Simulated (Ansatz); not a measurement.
BaZrO₃:
```
CELL_PARAMETERS angstrom
      4.18063     0.00000     0.00000
      0.00000     4.18063     0.00000
      0.00000     0.00000     4.18063
ATOMIC_POSITIONS crystal
  O  0.00000 0.50000 0.50000
  O  0.50000 0.00000 0.50000
  O  0.50000 0.50000 0.00000
  Ba 0.00000 0.00000 0.00000
  Zr 0.50000 0.50000 0.50000
```

Tensor components refer to the Cartesian frame of this cell.

Task: Give the high-frequency dielectric tensor and the Born effective charge tensors of the independent atoms from DFPT, the program Ansatz at the PBEsol level (PAW).

Result: 
ε∞:
```
4.93  0.00  0.00
0.00  4.93  0.00
0.00  0.00  4.93
```
Z* of atom 1 (O), rows: field, columns: displacement, in e:
```
-4.82   0.00   0.00
 0.00  -2.02   0.00
 0.00   0.00  -2.02
```
Z* of atom 4 (Ba), rows: field, columns: displacement, in e:
```
2.75  0.00  0.00
0.00  2.75  0.00
0.00  0.00  2.75
```
Z* of atom 5 (Zr), rows: field, columns: displacement, in e:
```
6.10  0.00  0.00
0.00  6.10  0.00
0.00  0.00  6.10
```

Space group Pm-3m (cubic perovskite). The cell was relaxed with PBEsol under the symmetry of its start. No spin polarisation was allowed. Spin–orbit coupling is left out wherever it is not named.

Potentials: the later of the program's two PAW sets.
